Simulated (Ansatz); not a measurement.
# From a trial cell to the properties of Sn (beta)

**The experiment.** The Crystallography Open Database holds a measured cell of tetragonal Sn (space group I4_1/amd) at 298 K (2016, doi:10.1039/c6dt01074a): a, c = 5.832, 3.182 Å, 27.06 Å³/atom.

Computed with Ansatz (plane waves, PAW, 500 eV cutoff): r²SCAN, scalar-relativistic, no spin polarisation, Γ-centred 14×14×14 mesh, 0.05 eV Gaussian smearing; PAW files: Ansatz's generated set soft_2.

The first cell, 0 % under the database's volume:

```cif
data_structure
_symmetry_space_group_name_H-M 'P 1'
_symmetry_Int_Tables_number 1
_cell_length_a 4.4200
_cell_length_b 4.4200
_cell_length_c 4.4200
_cell_angle_alpha 97.444
_cell_angle_beta 97.444
_cell_angle_gamma 137.806
_cell_volume 54.11
loop_
_atom_site_label
_atom_site_type_symbol
_atom_site_fract_x
_atom_site_fract_y
_atom_site_fract_z
_atom_site_occupancy
Sn1 Sn 0.75000 0.25000 0.50000 1
Sn2 Sn 0.00000 0.00000 0.00000 1
```

The first steps of the search for zero pressure:

```tsv
run	level	k-mesh	kind	V (Å³/atom)	P (GPa)	gap on the mesh (eV)
1	PBE, 420 eV	8×8×8	cell and atoms relaxed	28.52	-0.1	metal
2	r²SCAN	14×14×14	shape and atoms relaxed, volume fixed	28.52	-1.6	metal
```

(1) At which volume does r²SCAN reach zero pressure?

Answer:

(1) 27.56 Å³/atom, about 1.9 % over the start.

The steps that followed:

```tsv
run	level	k-mesh	kind	V (Å³/atom)	P (GPa)	E − E(final) (meV/atom)	gap on the mesh (eV)
3	r²SCAN	14×14×14	shape and atoms relaxed, volume fixed	28.21	-1.1	2.3	metal
4	r²SCAN	14×14×14	shape and atoms relaxed, volume fixed	27.56	0.0	0.0	metal
```

The cell is relaxed to zero pressure at this level.

The final structure (symmetry read at 0.01 Å). The structure is tetragonal, space group I4_1/amd (No. 141). Conventional cell: a = 5.850 Å, b = 5.850 Å, c = 3.221 Å, α = 90.00°, β = 90.00°, γ = 90.00°. Sn (site symmetry -4m2) has 6 Sn at 3.03 to 3.22 Å as nearest neighbours. (Neighbours are counted to 15 % beyond the shortest distance.)

| atom | site | symmetry | x | y | z |
| --- | --- | --- | --- | --- | --- |
| Sn | 4a | -4m2 | 0.0000 | 0.5000 | 0.2500 |

- At the final geometry the gap, band path included, is zero (metallic).
- The runs in the table took roughly 9 core-minutes.

**Comparison.** The computed cell (5.850, 3.221 Å, 27.56 Å³/atom) differs from the database's by +1.8 % in volume, about +0.6 % in length. The axes miss by +0.3 %, +1.2 %. The static lattice lacks zero-point motion and thermal expansion, so this level's own overestimate is larger than the figure.
